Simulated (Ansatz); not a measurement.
MoPt (L1₀ or tetragonal B2, space group No. 123) is relaxed with r²SCAN (plane waves, PAW; program Ansatz). What lattice parameters of the conventional cell result?

a = 2.711 Å, c = 4.125 Å.

Space group P4/mmm (L1₀ or tetragonal B2). The start of the workflow was typed in or built on a structure type; neither database checked (COD, Materials Project) lists it. Whether it is the stable phase at ambient conditions was not checked. Symmetry was held in the r²SCAN relaxation; its stability against distortions is not shown here. No spin polarisation was allowed. Axis ratios of metals converge slowly with the k-mesh, so a and c are less sure than the volume. Scalar-relativistic: spin–orbit coupling is off unless named, which matters more the heavier the elements.

Potentials: the earlier of the program's two PAW sets.
